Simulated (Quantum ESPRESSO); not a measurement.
## In4Ta2MoNb (finding a planted mistake in a log)

Computed values, not a measurement. The program is pw.x of Quantum ESPRESSO 7.5 (plane-wave density functional theory). The cell is made up: eight metal atoms on a face-centred cubic lattice, with elements, volume, strain and displacements drawn at random and not relaxed, so it may be unstable or far from any real phase. PseudoDojo standard norm-conserving files set the functional (PBE unless stated); there is no spin polarisation or spin-orbit coupling, the Fermi-Dirac width of 0.25 eV means electrons at about 2900 K, and the masses in the input are unused placeholders. Heavy elements are run without spin-orbit coupling, which real alloys of them have. A spin test at this wide smearing found no moment, but such smearing suppresses magnetism that the real alloy may have.

Intended input:

```
&control calculation='scf', pseudo_dir='./dojo.nc.sr.pbe.v0_5.standard.upf', outdir='./o', disk_io='minimal', tprnfor=.true., tstress=.true. /
&system ibrav=0, nat=8, ntyp=4, nbnd=66, ecutwfc=82.02448710, nosym=.true., tot_charge=0,
 occupations='smearing', smearing='fd', degauss=0.0183746611
/
&electrons conv_thr=1.470e-08, electron_maxstep=70, mixing_beta=0.5 /
ATOMIC_SPECIES
In 1.0 In.upf
Mo 1.0 Mo.upf
Nb 1.0 Nb.upf
Ta 1.0 Ta.upf
CELL_PARAMETERS angstrom
0.0185 -2.1811 -2.2269
-4.4192 2.1928 -2.2016
6.5653 6.4442 -4.4103
ATOMIC_POSITIONS angstrom
In 0.0159 -0.0053 0.0088
Ta -0.0355 2.1931 -2.2079
In 0.0071 4.3208 -4.3907
In 4.374 4.2803 -4.4099
Ta -2.2171 0.0001 -2.2352
Mo -2.202 2.2055 -4.4271
In 2.1337 2.1527 -4.4345
Nb 2.1317 4.2837 -6.5834
K_POINTS automatic
8 4 3 1 1 1
```

The log is shortened where brackets say so; the opening notice, blank lines, dates and the lines on written files are dropped, and the path of the files is cut. It prints rydbergs, bohrs and kilobars, and counts compression as positive stress. Its total energy is the free energy E - TS of the whole cell.

Log of the intended run:

```
     Program PWSCF v.7.5
     Parallel version (MPI & OpenMP), running on       4 processor cores
     Number of MPI processes:                 4
     Threads/MPI process:                     1
     [start-up lines left out]
     bravais-lattice index     =            0
     lattice parameter (alat)  =       5.8906  a.u.
     unit-cell volume          =    1144.4947 (a.u.)^3
     number of atoms/cell      =            8
     number of atomic types    =            4
     number of electrons       =       105.00
     number of Kohn-Sham states=           66
     kinetic-energy cutoff     =      82.0245  Ry
     charge density cutoff     =     328.0979  Ry
     scf convergence threshold =      1.5E-08
     mixing beta               =       0.5000
     number of iterations used =            8  plain     mixing
     Exchange-correlation= PBE
                           (   1   4   3   4   0   0   0)
     [axes and pseudopotential details left out]
   Cartesian axes
     site n.     atom                  positions (alat units)
         1        In     tau(   1) = (   0.0051008  -0.0017003   0.0028231  )
         2        Ta     tau(   2) = (  -0.0113886   0.7035594  -0.7083073  )
         3        In     tau(   3) = (   0.0022777   1.3861381  -1.4085624  )
         4        In     tau(   4) = (   1.4032049   1.3731454  -1.4147219  )
         5        Ta     tau(   5) = (  -0.7112587   0.0000321  -0.7170653  )
         6        Mo     tau(   6) = (  -0.7064146   0.7075374  -1.4202397  )
         7        In     tau(   7) = (   0.6845035   0.6905988  -1.4226137  )
         8        Nb     tau(   8) = (   0.6838619   1.3742362  -2.1119934  )
     number of k points=    48  Fermi-Dirac smearing, width (Ry)=  0.0184
                       cart. coord. in units 2pi/alat
        k(    1) = (  -0.0202135   0.0246804  -0.1118264), wk =   0.0416667
        k(    2) = (  -0.1388864  -0.0964038   0.0057816), wk =   0.0416667
     [further k points left out]
     Dense  grid:   114715 G-vectors     FFT dimensions: (  36,  60, 120)
     Estimated max dynamical RAM per process >     374.41 MB
     Estimated total dynamical RAM >       1.38 GB
     Initial potential from superposition of free atoms
     starting charge     104.9788, renormalised to     105.0000
     Starting wfcs are   76 randomized atomic wfcs
     total cpu time spent up to now is        5.8 secs
     per-process dynamical memory:   281.8 Mb
     Self-consistent Calculation
     iteration #  1     ecut=    82.02 Ry     beta= 0.50
     Davidson diagonalization with overlap
     ethr =  1.00E-02,  avg # of iterations =  2.4
     total cpu time spent up to now is       16.8 secs
     total energy              =   -1056.41553122 Ry
     estimated scf accuracy    <       1.15386513 Ry
     iteration #  2     ecut=    82.02 Ry     beta= 0.50
     Davidson diagonalization with overlap
     ethr =  1.10E-03,  avg # of iterations =  5.7
     total cpu time spent up to now is       33.2 secs
     total energy              =   -1055.32371690 Ry
     estimated scf accuracy    <      23.67585265 Ry
     [iterations 3 to 15 left out]
     iteration # 16     ecut=    82.02 Ry     beta= 0.50
     Davidson diagonalization with overlap
     ethr =  3.88E-10,  avg # of iterations =  1.8
     total cpu time spent up to now is      198.7 secs
     total energy              =   -1057.00614729 Ry
     estimated scf accuracy    <       0.00000018 Ry
     iteration # 17     ecut=    82.02 Ry     beta= 0.50
     Davidson diagonalization with overlap
     ethr =  1.75E-10,  avg # of iterations =  1.0
     total cpu time spent up to now is      207.9 secs
     End of self-consistent calculation
     [lines on levels left out]
!    total energy              =   -1057.00614730 Ry
     estimated scf accuracy    <          2.7E-09 Ry
     smearing contrib. (-TS)   =      -0.10804235 Ry
     internal energy E=F+TS    =   -1056.89810495 Ry
     The total energy is F=E-TS. E is the sum of the following terms:
     one-electron contribution =    -200.34923147 Ry
     hartree contribution      =     170.03917756 Ry
     xc contribution           =    -265.88280327 Ry
     ewald contribution        =    -760.70524777 Ry
     convergence has been achieved in  17 iterations
     Forces acting on atoms (cartesian axes, Ry/au):
     atom    1 type  1   force =     0.02545975    0.01834192   -0.01834441
     atom    2 type  4   force =    -0.03772526   -0.02695875    0.02321173
     atom    3 type  1   force =    -0.02828890   -0.01108870    0.00969192
     atom    4 type  1   force =    -0.00030441    0.01482217   -0.01364643
     atom    5 type  4   force =     0.01425159    0.01979648   -0.01860248
     atom    6 type  2   force =     0.00897991   -0.01015528    0.00884253
     atom    7 type  1   force =    -0.00921858   -0.02040608    0.02248412
     atom    8 type  3   force =     0.02684589    0.01564825   -0.01363698
     Total force =     0.093779     Total SCF correction =     0.000235
     Computing stress (Cartesian axis) and pressure
          total   stress  (Ry/bohr**3)                   (kbar)     P=      -67.91
  -0.00047391   0.00004964  -0.00002993          -69.71        7.30       -4.40
   0.00004964  -0.00044027  -0.00002728            7.30      -64.77       -4.01
  -0.00002993  -0.00002728  -0.00047068           -4.40       -4.01      -69.24
     init_run     :      5.26s CPU      5.55s WALL (       1 calls)
     electrons    :    200.99s CPU    202.11s WALL (       1 calls)
     forces       :      1.95s CPU      1.96s WALL (       1 calls)
     stress       :      6.71s CPU      6.91s WALL (       1 calls)
     [timing details left out]
     PWSCF        :   3m35.18s CPU   3m36.83s WALL
     JOB DONE.
```

A second run was made from an input with one planted mistake. Its log:

```
     Program PWSCF v.7.5
     Parallel version (MPI & OpenMP), running on       4 processor cores
     Number of MPI processes:                 4
     Threads/MPI process:                     1
     [start-up lines left out]
     bravais-lattice index     =            0
     lattice parameter (alat)  =       5.8906  a.u.
     unit-cell volume          =    1144.4947 (a.u.)^3
     number of atoms/cell      =            8
     number of atomic types    =            4
     number of electrons       =       105.00
     number of Kohn-Sham states=           66
     kinetic-energy cutoff     =      82.0245  Ry
     charge density cutoff     =     328.0979  Ry
     scf convergence threshold =      1.5E-08
     mixing beta               =       0.5000
     number of iterations used =            8  plain     mixing
     Exchange-correlation= PBE
                           (   1   4   3   4   0   0   0)
     [axes and pseudopotential details left out]
   Cartesian axes
     site n.     atom                  positions (alat units)
         1        In     tau(   1) = (   0.0051008  -0.0017003   0.0028231  )
         2        Ta     tau(   2) = (  -0.0113886   0.7035594  -0.7083073  )
         3        In     tau(   3) = (   0.0022777   1.3861381  -1.4085624  )
         4        In     tau(   4) = (   1.4032049   1.3731454  -1.4147219  )
         5        Nb     tau(   5) = (  -0.7112587   0.0000321  -0.7170653  )
         6        Mo     tau(   6) = (  -0.7064146   0.7075374  -1.4202397  )
         7        In     tau(   7) = (   0.6845035   0.6905988  -1.4226137  )
         8        Ta     tau(   8) = (   0.6838619   1.3742362  -2.1119934  )
     number of k points=    48  Fermi-Dirac smearing, width (Ry)=  0.0184
                       cart. coord. in units 2pi/alat
        k(    1) = (  -0.0202135   0.0246804  -0.1118264), wk =   0.0416667
        k(    2) = (  -0.1388864  -0.0964038   0.0057816), wk =   0.0416667
     [further k points left out]
     Dense  grid:   114715 G-vectors     FFT dimensions: (  36,  60, 120)
     Estimated max dynamical RAM per process >     374.41 MB
     Estimated total dynamical RAM >       1.38 GB
     Initial potential from superposition of free atoms
     starting charge     104.9788, renormalised to     105.0000
     Starting wfcs are   76 randomized atomic wfcs
     total cpu time spent up to now is        7.8 secs
     per-process dynamical memory:   290.6 Mb
     Self-consistent Calculation
     iteration #  1     ecut=    82.02 Ry     beta= 0.50
     Davidson diagonalization with overlap
     ethr =  1.00E-02,  avg # of iterations =  2.4
     total cpu time spent up to now is       19.9 secs
     total energy              =   -1056.48528148 Ry
     estimated scf accuracy    <       1.05496138 Ry
     iteration #  2     ecut=    82.02 Ry     beta= 0.50
     Davidson diagonalization with overlap
     ethr =  1.00E-03,  avg # of iterations =  4.8
     total cpu time spent up to now is       34.2 secs
     total energy              =   -1055.63607974 Ry
     estimated scf accuracy    <      18.11510403 Ry
     [iterations 3 to 14 left out]
     iteration # 15     ecut=    82.02 Ry     beta= 0.50
     Davidson diagonalization with overlap
     ethr =  3.05E-10,  avg # of iterations =  1.0
     total cpu time spent up to now is      187.9 secs
     total energy              =   -1056.99272905 Ry
     estimated scf accuracy    <       0.00000006 Ry
     iteration # 16     ecut=    82.02 Ry     beta= 0.50
     Davidson diagonalization with overlap
     ethr =  5.98E-11,  avg # of iterations =  1.2
     total cpu time spent up to now is      197.8 secs
     End of self-consistent calculation
     [lines on levels left out]
!    total energy              =   -1056.99272904 Ry
     estimated scf accuracy    <          9.8E-09 Ry
     smearing contrib. (-TS)   =      -0.10859028 Ry
     internal energy E=F+TS    =   -1056.88413877 Ry
     The total energy is F=E-TS. E is the sum of the following terms:
     one-electron contribution =    -200.32761317 Ry
     hartree contribution      =     170.02998006 Ry
     xc contribution           =    -265.88125789 Ry
     ewald contribution        =    -760.70524777 Ry
     convergence has been achieved in  16 iterations
     Forces acting on atoms (cartesian axes, Ry/au):
     atom    1 type  1   force =     0.02533319    0.01890798   -0.01891501
     atom    2 type  4   force =    -0.03416137   -0.02423562    0.01998675
     atom    3 type  1   force =    -0.02781814   -0.01228899    0.01091966
     atom    4 type  1   force =     0.00042067    0.01553245   -0.01440690
     atom    5 type  3   force =     0.00896181    0.01357887   -0.01221949
     atom    6 type  2   force =     0.01115433   -0.00732783    0.00611055
     atom    7 type  1   force =    -0.00998241   -0.02082458    0.02268532
     atom    8 type  4   force =     0.02609192    0.01665771   -0.01416089
     Total force =     0.088545     Total SCF correction =     0.000487
     Computing stress (Cartesian axis) and pressure
          total   stress  (Ry/bohr**3)                   (kbar)     P=      -66.59
  -0.00047312   0.00005874  -0.00004204          -69.60        8.64       -6.18
   0.00005874  -0.00042815  -0.00004965            8.64      -62.98       -7.30
  -0.00004204  -0.00004965  -0.00045678           -6.18       -7.30      -67.20
     init_run     :      6.11s CPU      6.36s WALL (       1 calls)
     electrons    :    187.20s CPU    190.08s WALL (       1 calls)
     forces       :      2.06s CPU      2.10s WALL (       1 calls)
     stress       :      6.89s CPU      7.07s WALL (       1 calls)
     [timing details left out]
     PWSCF        :   3m23.70s CPU   3m27.09s WALL
     JOB DONE.
```

Question: the log repeats what the program read. Compare it with the intended run: what was wrong in the second input?

Answer: two atoms have their elements exchanged. The input lines that differ:

```
- Ta -2.2171 0.0001 -2.2352
+ Nb -2.2171 0.0001 -2.2352
- Nb 2.1317 4.2837 -6.5834
+ Ta 2.1317 4.2837 -6.5834
```

|  | intended run | run with the mistake |
| --- | --- | --- |
| free energy (eV) | -14381.301 | -14381.119 |
| entropy term -TS, part of it (eV) | -1.470 | -1.477 |
| pressure (GPa) | -6.79 | -6.66 |
| size of the largest force component (eV/Å) | 0.970 | 0.878 |
| largest change of a force component (eV/Å) |  | 0.164 |
| iterations | 17 | 16 |

For scale, a rerun of the intended cell at a higher cutoff and on a denser mesh moved values by no more than 0.003 eV in energy, 0.06 GPa in stress and 0.012 eV/Å in force, and a second program with other atomic files agreed on that cell to 2 % rms in force and 0.5 GPa in pressure.